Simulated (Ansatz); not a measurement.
A relaxed structure of TiAl. Space group P4/mmm (No. 123), AFLOW prototype AB_tP2_123_a_d (L1_0, as in CuAu). Method: PBE (plane waves to 420 eV, PAW, scalar-relativistic; Ansatz, a program for electronic structure).

```xyz
2
Lattice="2.8244 0.0000 0.0000 0.0000 2.8244 0.0000 0.0000 0.0000 4.0709" Properties=species:S:1:pos:R:3 pbc="T T T"
Al     0.0000     0.0000     0.0000
Ti     1.4122     1.4122     2.0355
```

Volume per atom: 16.24 Å³
Band gap: no gap (metallic)
Shortest distances: Al–Al 2.82 Å; Ti–Ti 2.82 Å; Al–Ti 2.85 Å
k-mesh: 16×16×12

Band energies at high-symmetry points (eV from the Fermi level; labels of this space group; no spin-orbit coupling), from −5 eV up to 3.5 eV:

```tsv
point	energies
Γ	-1.86 -0.84 -0.36 2.16 2.16 3.30
X	-4.56 -4.52 -1.70 -0.25 1.74 2.52
M	-3.18 -0.46 -0.46 -0.40 -0.21 -0.21
Z	-0.68 0.64 1.81 1.81 3.31
R	-4.91 -2.93 -1.20 -1.15 1.37 1.79 2.29
A	-2.51 -2.25 -2.25 1.75 2.13 2.70
```

No spin polarisation in the result.

The run could not lose the symmetry of its start.

The first start was generated by a random draw of sites in a space group. A measured structure of TiAl has the same space group, P4/mmm (No. 123); the sites were not compared with it.
